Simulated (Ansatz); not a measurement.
Consider the following.

Si2Mo:
```
Si2Mo
1.0
    0.00000     2.92847     2.92847
    2.92847     0.00000     2.92847
    2.92847     2.92847     0.00000
Mo Si
1 2
Direct
  0.00000   0.00000   0.00000
  0.25000   0.25000   0.25000
  0.75000   0.75000   0.75000
```

This is the PBE-relaxed structure.

Problem. All from DFT-PBE in the program Ansatz with PAW potentials, unless another level is named. Estimate the electronic character.

Solution. metallic (no gap).

Problem. Next, the formation energy from the elements (no fitted shifts)?

Solution. 0.34 eV/atom.

Problem. What about the density of states at the Fermi level?

Solution. 0.75 states/eV per atom (mean over ±0.08 eV).

Space group Fm-3m (fluorite or antifluorite type). A made-up cell: these elements were put on the sites of a structure type; neither database checked (COD, Materials Project) lists it. It is not the phase usual at ambient conditions (space group No. 139). The cell was relaxed with PBE under the symmetry of its start; whether a distortion lowers the energy is not shown. No spin polarisation was allowed. The references are the lowest solids computed at this level, not always the standard phases. Scalar-relativistic: spin–orbit coupling is off unless named, which matters more the heavier the elements.

Potentials: the later of the program's two PAW sets.
